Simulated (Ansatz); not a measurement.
**LiMg: strain energy, fitted**

LiMg, R-3m, a = 3.097 Å, c = 15.051 Å. The structure is a Materials Project entry; whether it is the stable form wasn't checked. Ansatz: PBEsol, PAW, 420 eV, Γ-centred 15×15×4 mesh on 6 atoms, Gaussian smearing 0.10 eV; no spin polarisation. Series: biaxial strain in the a-b plane, c and atoms relaxed; x is the strain in per cent. y is the free energy over the unstrained cell, V0 = 20.832 Å³/atom.

| x (%) | y (meV/atom) |
| --- | --- |
| -3.0 | ? |
| -2.0 | 4.00 |
| -1.0 | 0.94 |
| 0.0 | 0.00 |
| 1.0 | 0.91 |
| 2.0 | 3.49 |
| 3.0 | 7.62 |

Fit y = c2 x² + c3 x³ to the other rows, turn c2 into a modulus, and predict the missing energy.

Least squares on the rows shown. y = 0.9372 x² − 0.03038 x³. In eV per unit strain² c2 is 9.372; M is the biaxial modulus (E = M V0 ε²): 9.372 × 160.2 / (20.832) = 72 GPa. At x = -3.0 the fit asked for gives 9.26 meV/atom. The run gave 9.44 meV/atom, so the fit is 0.18 meV/atom too low, 1.9 % of the span of the series, against an rms of 0.01 meV/atom on the fitted rows. The row lies outside the fitted range. With a term in x⁴ added, a fit to the same known rows predicts 9.34 meV/atom, which recovers part of the miss; the known rows don't hold the rest.